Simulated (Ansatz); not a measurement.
Rh₂Au in Ansatz, settings compared

The input file (Ansatz 0.2.0, plane waves):

```yaml
crystal:
  lattice:
    - [0.0, 2.995008, 0.0]
    - [2.995008, 0.0, 0.0]
    - [1.497504, 1.497504, -5.379176]
  atoms:
    - { symbol: Rh, position: [0.34, 0.34, 0.32] }
    - { symbol: Rh, position: [0.66, 0.66, 0.68] }
    - { symbol: Au, position: [0.0, 0.0, 0.0] }
  symmetry: { tolerance: 0.0003 }
kpoints:
  mp_grid: { grid: [6, 6, 6], shift: [0, 0, 0] }
magnetization:
  spin_polarized: false
scf:
  occupations: { method: fermi_dirac }
hamiltonian:
  pseudopotentials: { kind: paw }
  xc: pbe
basis:
  ecutwfc: 420
output:
  forces: true
  stress: true
  eigenvalues: true
relax:
  max_steps: 40
  cell: {}
```

The command:

```bash
ansatz run input.yaml --threads 1 --pin off --max-ram 2560MiB --backend cpu --events-out ev --progress --plain --runs-dir out
```

Origin of the cell: a known structure type with other elements, at an estimated volume, so it need not be a known compound.

The smearing width isn't typed, so it takes its default of 0.1 eV.

Output of this run (shortened):

```
Pseudopotentials: kind: paw
Pseudopotential: Rh, paw, valence charge 17, recommended cutoff 420 eV (normal), Rh.paw.azcp
Pseudopotential: Au, paw, valence charge 19, recommended cutoff 420 eV (normal), Au.paw.azcp
Functional definition: PBE
  exchange = pbe_x(kappa = kappa, mu = beta*pi^2/3)
  correlation = pbe_c(beta = beta)
Crystal: 3 atoms, lattice volume = 48.252 Å³
Basis set: ecut = 420 eV, 901 PW (Γ), exchange–correlation on 48×48×80 points (8 copies of the dense FFT grid, shifted against one another)
Bands: 32, of which v1, the nominal top of the filled ones, is band 27 counted from 1 (26 counted from 0)
Symmetry: 16 space group operations
Space group: I4/mmm (ITA 139), of the structure as read, at distance tolerance 1.1e-3 Å
k-points: 30 of 216
[… 4 lines left out …]
Initial density: superposition of atomic densities (neutral atoms: chi_scale 0, normalization atom), corrected by the library's trained network
Functional: x = pbe(κ = 0.804, μ = 0.219515), c = pbe(β = 0.066725)
SCF iter   1: F=—  HF=-25954.200311 eV  Δρ=5.48e-3  dr2=5.20e-3
SCF iter   2: F=—  HF=-25954.202259 eV  Δρ=2.75e-3  dr2=1.46e-3
SCF iter   3: F=—  HF=-25954.202268 eV  Δρ=3.71e-4  dr2=3.76e-5
SCF iter   4: F=—  HF=-25954.202269 eV  Δρ=9.01e-5  dr2=4.11e-6
SCF iter   5: F=—  HF=-25954.202269 eV  Δρ=2.74e-5  dr2=6.41e-7
SCF iter   6: F=-25954.202269 eV  HF=-25954.202269 eV  Δρ=7.61e-6  dr2=3.67e-8
relax step   1: F+E_penalty+E_count = -25954.202269 eV  Δ(F+E_penalty+E_count) = +0.000e0 eV  max|allowed force component| = 1.864e0 eV/Å  Δτ_max = 0.0000 Å  P = -5.957 GPa  Ω = 48.252 Å³  (6 […]
relax step   2: F+E_penalty+E_count = -25954.583769 eV  Δ(F+E_penalty+E_count) = -3.815e-1 eV  max|allowed force component| = 6.621e-1 eV/Å  Δτ_max = 0.1962 Å  P = +8.669 GPa  Ω = 44.845 Å³ […]
relax step   3: F+E_penalty+E_count = -25954.695502 eV  Δ(F+E_penalty+E_count) = -1.117e-1 eV  max|allowed force component| = 1.358e-1 eV/Å  Δτ_max = 0.0123 Å  P = -4.572 GPa  Ω = 47.530 Å³ […]
relax step   4: F+E_penalty+E_count = -25954.793805 eV  Δ(F+E_penalty+E_count) = -9.830e-2 eV  max|allowed force component| = 3.482e-2 eV/Å  Δτ_max = 0.0113 Å  P = -0.420 GPa  Ω = 46.292 Å³ […]
relax step   5: F+E_penalty+E_count = -25954.795117 eV  Δ(F+E_penalty+E_count) = -1.312e-3 eV  max|allowed force component| = 3.615e-2 eV/Å  Δτ_max = 0.0045 Å  P = +0.315 GPa  Ω = 46.166 Å³ […]
relax step   6: F+E_penalty+E_count = -25954.795375 eV  Δ(F+E_penalty+E_count) = -2.583e-4 eV  max|allowed force component| = 5.289e-4 eV/Å  Δτ_max = 0.0019 Å  P = -0.007 GPa  Ω = 46.220 Å³ […]
relax step   7: F+E_penalty+E_count = -25954.795902 eV  Δ(F+E_penalty+E_count) = -5.270e-4 eV  max|allowed force component| = 3.538e-4 eV/Å  Δτ_max = 0.0000 Å  P = +0.091 GPa  Ω = 46.220 Å³  stress off target by 2.65e-1 GPa […]
relax step   8: F+E_penalty+E_count = -25954.795960 eV  Δ(F+E_penalty+E_count) = -5.783e-5 eV  max|allowed force component| = 1.064e-3 eV/Å  Δτ_max = 0.0006 Å  P = -0.044 GPa  Ω = 46.258 Å³ […]
relax step   9: F+E_penalty+E_count = -25954.795975 eV  Δ(F+E_penalty+E_count) = -1.506e-5 eV  max|allowed force component| = 1.038e-3 eV/Å  Δτ_max = 0.0000 Å  P = -0.044 GPa  Ω = 46.258 Å³  stress off target by 4.47e-2 GPa […]
SCF 9 converged in 8 iterations: F = -25954.795975 eV  dr2 = 3.69e-15
basis re-selected at this cell: Δ(F+E_penalty+E_count) = -1.506e-5 eV, ΔP = -0.000 GPa vs the last step (what re-selecting the basis moved, of the pressure what is left beyond the Pulay corre […]
SCF converged after 8 iterations
Free energy (F): -25954.795975 eV
Harris-Foulkes:  -25954.795975 eV  (|F-HF|=0.00e0)
Internal energy: -25954.645965 eV  (E = F + TS)
E sigma→0 (E₀):  -25954.720970 eV
Entropy (-TS):   -0.150010 eV (-50.003 meV/atom)
Fermi energy:    20.604962 eV
--- Per-component energies (eV) ---
  E_band       = -426.639546
  E_kinetic    = 1749.353186
  E_local      = -5005.319170  (includes V_loc(G=0)·N_el)
  E_nonlocal   = 784.330971
  E_hartree    = 1890.041172
  E_xc         = -670.947796
  E_vxc        = -831.203796  (∫ρ·V_xc dr)
  E_paw        = -16880.602892  (= ΣΔE_a)
  E_vpaw       = -903.886292  (= ΣTr[D̂ρ^β])
  E_aug_tail   = 0.003208  (compensation charges beyond the density's cutoff)
  E_ewald      = -7821.504644
  E_smearing   = -0.150010  (= −TS)
  Σ components = -25954.795975   (vs F -25954.795975, Δ=0.00e0)
--- Forces (eV/Å), atoms counted from 1 ---
  atom   1  Rh    -0.000000     0.000000     0.001038
  atom   2  Rh     0.000000    -0.000000    -0.001038
  atom   3  Au    -0.000000    -0.000000     0.000000
  max |Σ_I F_I| component: 2.17e-19 eV/Å
--- Stress (GPa, compression-positive) ---
       -0.043812       0.000000      -0.000000
        0.000000      -0.043812       0.000000
       -0.000000       0.000000      -0.044684
  P = ⅓ Tr σ = -0.0441 GPa (-0.441 kbar)
--- Relaxed structure (7 steps of the walk, 7 accepted, 2 SCFs on fresh bases) ---
  F+E_penalty+E_count = -25954.795975 eV   max|allowed force component| = 1.038e-3 eV/Å   (the final SCF, on the basis selected at the relaxed cell)
  cell:  # Å, volume = 46.2580 Å³
    - [0.0, 2.800081, 0.0]
    - [2.800081, 0.0, 0.0]
    - [1.400040, 1.400040, -5.899909]
  atoms:
    - { symbol: Rh, position: [0.323658, 0.323658, 0.352683] }
    - { symbol: Rh, position: [0.676342, 0.676342, 0.647317] }
    - { symbol: Au, position: [-1.639e-18, -1.639e-18, 3.278e-18] }
```

The same input was run again with these changes:

1. `basis.ecutrho_ratio` default → 9
2. `scf.mixing.algorithm` default → broyden; `scf.mixing.beta` default → 0.1; `scf.mixing.ndim` default → 2
3. `kpoints.mp_grid.grid` [6, 6, 6] → [4, 4, 4]; `scf.mixing.algorithm` default → anderson; `scf.mixing.beta` default → 0.5; `scf.mixing.ndim` default → 4
4. `scf.n_extra_bands` default → 0; `scf.occupations` { method: fermi_dirac } → { method: fermi_dirac, width: 0.3 }; `scf.max_iter` default → 75

```tsv
run	end	SCF iterations	volume (Å³/atom)	max force component (eV/Å)	moment (μB)	ΔE(σ→0) (meV/atom)
base	converged	60	15.42	0.001	–	0
1	converged	60	15.42	0.001	–	0.06
2	converged	121	15.42	0.001	–	0.00
3	converged	82	15.36	0.000	–	-21.69
4	input refused	0	–	–	–	–
```

Energies are compared only where functional, datasets, charge and starting cell are the same.

Not properties of the system: run 3 (too coarse or loose: `kpoints.mp_grid.grid` = [4, 4, 4]).

Caveats of the base run: no moments, though an odd count or open d shells may carry them; no spin-orbit coupling, though heavy elements are present; the k mesh is coarse if the cell is a metal; the relaxation held the start's symmetry, so the end may be a saddle point.

The base run took 22 s on 1 thread of Arm Neoverse V1, on a shared host, peak memory 0.35 GiB, from the program's own first density.
